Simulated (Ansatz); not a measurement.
# SrAl2H2: moving Sr off its site

SrAl2H2, P-3m1, a = 4.525 Å, c = 4.721 Å (as given, not relaxed at this level: -2.9 GPa, forces to 0.17 eV/Å). The structure is a COD entry; whether it is the stable form wasn't checked. Ansatz: LDA, PAW, 420 eV, Γ-centred 12×12×10 mesh on 5 atoms, Gaussian smearing 0.15 eV; no spin polarisation.

```xyz
5
Lattice="4.5253 0.0000 0.0000 -2.2626 3.9190 0.0000 0.0000 0.0000 4.7214" Properties=species:S:1:pos:R:3 pbc="T T T"
Sr    0.0000    0.0000    0.0000
Al    0.0000    2.6127    2.1667
Al    2.2626    1.3063    2.5547
H     0.0000    2.6127    0.4608
H     2.2626    1.3063    4.2606
```

Atom 1 (Sr) moves by x along the unit vector (0.000, 0.000, 1.000), with its periodic images; all else is held. y is the free energy of the cell over the start, F the force along the path summed over the moved atoms. Symmetry makes y even in x.

| x (Å) | y (meV) | F (eV/Å) |
| --- | --- | --- |
| -0.1000 | ? | ? |
| -0.0500 | 2.56 | 0.10 |
| 0.0000 | 0.00 | 0.00 |
| 0.0250 | 0.64 | -0.05 |
| 0.0750 | 5.76 | -0.15 |
| 0.0875 | 7.85 | -0.18 |

Q: Fit y = c2 x² + c4 x⁴ to the energies of the other rows, give the force constant, and predict energy and force of the missing row.

A: Least squares on the rows shown. y = 1022 x² + 365.8 x⁴. The force constant is 2 c2 = 2.04 eV/Å², for the cell as given, at -2.9 GPa (for all images moving together, not for a lone atom). The force −dy/dx at the missing row is 0.21 eV/Å (computed 0.21). At x = -0.1000 the fit asked for gives 10.26 meV. The run gave 10.26 meV, the same to the digits shown.